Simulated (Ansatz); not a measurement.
**ZnS — coordination and 33S quadrupole coupling**

Cell: a COD entry, its atoms then relaxed with PBE in this cell.

Space group P6_3mc (No. 186); a = 3.8120, c = 18.6900 Å, γ = 120.00°.

| site | Wyckoff | site symmetry | x | y | z |
| --- | --- | --- | --- | --- | --- |
| Zn1 | 2a | 3m. | 0.0000 | 0.0000 | 0.0000 |
| Zn3 | 2b | 3m. | 0.3333 | 0.6667 | 0.1667 |
| Zn5 | 2b | 3m. | 0.6667 | 0.3333 | 0.3333 |
| S7 | 2a | 3m. | 0.0000 | 0.0000 | 0.1251 |
| S9 | 2b | 3m. | 0.3333 | 0.6667 | 0.2917 |
| S11 | 2b | 3m. | 0.6667 | 0.3333 | 0.4582 |

One atom of each set is listed.

All values are calculated (Ansatz; DFT, r2SCAN, plane waves and PAW (field gradients read without the response of the frozen cores, which leaves them typically 4 to 6 % off), scalar-relativistic, 500 eV cutoff, Γ-centred 8×8×2 k-points, Fermi–Dirac smearing 0.02 eV), not measured.

Q(33S) = -69.40 mb.

**Question.** Rank these S sites by |C_Q|, smallest first.
A. S9: 4 Zn at 2.33 Å
B. S7: 4 Zn at 2.33–2.34 Å
C. S11: 4 Zn at 2.34 Å

**Answer.** A (≈0 MHz, η = –), C (0.094 MHz, η = 0.00), B (0.294 MHz, η = 0.00).

An axis of threefold or higher order runs through S11 and S7, so V_zz lies along it and η is zero.
